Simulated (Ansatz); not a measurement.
An Ansatz (a first-principles code) input:

Ansatz 0.2 input:
```yaml
crystal:
  lattice:
    - [4.5501167187, 0.0, 0.0]
    - [0.0, 4.5501167187, 0.0]
    - [0.0, 0.0, 4.5501167187]
  atoms:
    - { symbol: Hf, position: [0.0, 0.5, 0.5] }
    - { symbol: Hf, position: [0.5, 0.0, 0.5] }
    - { symbol: Hf, position: [0.5, 0.5, 0.0] }
    - { symbol: C, position: [0.5, 0.0, 0.0] }
    - { symbol: C, position: [0.0, 0.5, 0.0] }
    - { symbol: C, position: [0.0, 0.0, 0.5] }
kpoints:
  mp_grid: { grid: [7, 7, 7] }
  band_path:
    path:
      - [[0.0, 0.0, 0.0], [0.0, 0.5, 0.0], [0.5, 0.5, 0.0], [0.0, 0.0, 0.0], [0.5, 0.5, 0.5], [0.0, 0.5, 0.0]]  # Γ-X-M-Γ-R-X
      - [[0.5, 0.5, 0.5], [0.5, 0.5, 0.0]]  # R-M
    npoints: 12
basis: { ecutwfc: 600 }
hamiltonian:
  xc: r2scan
  pseudopotentials: { azcp: { folder: ./paw }, kind: paw_fr }
magnetization: { noncollinear: true, spin_orbit: true }
scf:
  n_extra_bands: 12
  convergence: { dr2_threshold: 0.0000000001 }
  occupations: { method: gaussian, width: 0.05 }
output: { eigenvalues: true }
```

Task: How many symmetry operations and irreducible k-points will the run report?

Result: 48 operations, 20 of 343 k-points.

Task: With a cutoff of 600 eV, how many plane waves at Γ?

Result: 3119.

It took about 10 core-minutes (a rough figure) on shared server cores.

Space group Pm-3m. The start of the workflow was typed in or built on a structure type; neither database checked (COD, Materials Project) lists it. It is not the phase usual at ambient conditions (space group No. 225). Symmetry was held in the r²SCAN relaxation; whether a distortion lowers the energy is not shown. No spin polarisation was allowed. Its formation energy is positive at this level, so the cell may be metastable or incomplete.

Potentials: the earlier of the program's two PAW sets.

Ansatz is a plane-wave DFT program.
